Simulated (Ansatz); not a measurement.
CsGeBr3 in space group R3m (No. 160; Cs on 3a, Ge on 3a, Br on 9b), plane-wave PAW r²SCAN (Ansatz code), all energies at zero smearing, with the estimated change up to a 700 eV cutoff added, with one set of potentials and settings (totals compare only within such a set). Cell of 5 atoms (1 Cs, 1 Ge, 3 Br): -18373.630 eV.

```
element             reference phase  E (eV/atom)
-------  --------------------------  -----------
Cs       Im-3m, 1 atoms in the cell   -5685.9274
Ge       Fd-3m, 2 atoms in the cell   -4302.9041
Br        Cmce, 4 atoms in the cell   -2792.8603
```

Formation energy per atom, worked out: (-18373.630 − 1×(-5685.9274) − 1×(-4302.9041) − 3×(-2792.8603))/5 = -1.244 eV/atom (-120 kJ per mol of atoms), at 0 K, without zero-point energy or fitted corrections.

The first step of the workflow began from a Materials Project structure, measured or hypothetical; the Crystallography Open Database copy checked does not list it. Whether it is the stable phase at ambient conditions was not checked. Symmetry was held in the r²SCAN relaxation; its stability against distortions is not shown here. The references are the lowest solids computed at this level, not always the standard phases. Scalar-relativistic: spin–orbit coupling is off unless named, which matters more the heavier the elements.

Potentials: the later of the program's two PAW sets.
